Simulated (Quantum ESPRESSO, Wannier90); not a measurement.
## Wannierisation of Li$_{3}$BrO (anti-perovskite)

```xyz
5
Lattice="3.9486 0.0000 0.0000 0.0000 3.9486 0.0000 0.0000 0.0000 3.9486" Properties=species:S:1:pos:R:3 pbc="T T T"
Li     1.9743     0.0000     0.0000
Li     0.0000     1.9743     0.0000
Li     0.0000     0.0000     1.9743
Br     1.9743     1.9743     1.9743
O      0.0000     0.0000     0.0000
```

Cell from Materials Project (mp-28593), symmetrised, no further relaxation. COD (Crystallography Open Database) has an entry of this formula and space group (matched by these alone). Method: PBEsol plane waves in Quantum ESPRESSO 7.5 (PseudoDojo norm-conserving files, 68 Ry, spinors with spin-orbit coupling), Bloch states on a 6×6×6 mesh through Γ, Wannier90 4.0.1. Density: 8×8×8 mesh, Gaussian smearing 0.01 Ry.

Bands 9-10 form an isolated set from -14.64 to -14.27 eV relative to the valence-band maximum (on the path) and are turned into 2 Wannier functions by minimising the spread from the start: atomic waves Br 4s.

Problem. Where do the functions sit, how wide are they and what are they made of?

Solution. 
```tsv
functions	spread (Å²)	nearest atom, distance (Å)	second atom, distance (Å)	weight on atomic waves
2	2.57	Br 0.00	Li 2.79	Br 4s 82 %, O 2s 14 %
```

Ω_I = 5.14 Å², Ω_total = 5.14 Å²; the interpolated bands follow pw.x to 1.4 meV rms on the path. Only this start was tried; a symmetric start can stop on a saddle, and mixtures of these functions could lower the total by at most Ω_total − Ω_I.
